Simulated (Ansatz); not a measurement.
A relaxed structure of Ga$_{2}$Cu. Computed with PBEsol (plane waves to 420 eV, PAW, scalar-relativistic; Ansatz, a program for electronic structure).

```cif
data_CuGa2
_chemical_formula_sum 'Ga2 Cu1'
_space_group_name_H-M_alt 'P 1'
_space_group_IT_number 1
_cell_length_a 2.80259
_cell_length_b 2.80259
_cell_length_c 5.74255
_cell_angle_alpha 90.000
_cell_angle_beta 90.000
_cell_angle_gamma 90.000
loop_
_space_group_symop_operation_xyz
  'x, y, z'
loop_
_atom_site_label
_atom_site_type_symbol
_atom_site_fract_x
_atom_site_fract_y
_atom_site_fract_z
_atom_site_occupancy
Ga1 Ga 0.50000 0.50000 0.28359 1
Ga2 Ga 0.50000 0.50000 0.71641 1
Cu1 Cu 0.00000 0.00000 0.00000 1
```

**Question.** Find the space group and the Wyckoff positions (tolerance 0.01 Å).

**Answer.** Space group P4/mmm (No. 123); a = b = 2.8026 Å, c = 5.7426 Å, α = β = γ = 90.00°

```tsv
atom	site	symmetry	x	y	z
Ga	2h	4mm	0.5000	0.5000	0.2836
Cu	1a	4/mmm	0.0000	0.0000	0.0000
```

**Question.** Give the shortest distances between elements (the closest pairs, up to four, under 3.6 Å).

**Answer.** Ga–Ga 2.49 Å; Cu–Ga 2.57 Å; Cu–Cu 2.80 Å.

The volume per atom comes out as 15.04 Å³ and the band gap comes out as zero (metallic).

No spin polarisation in the result.

The run could not lose the symmetry of its start; a randomly shaken copy of 3 atoms returns to this structure.
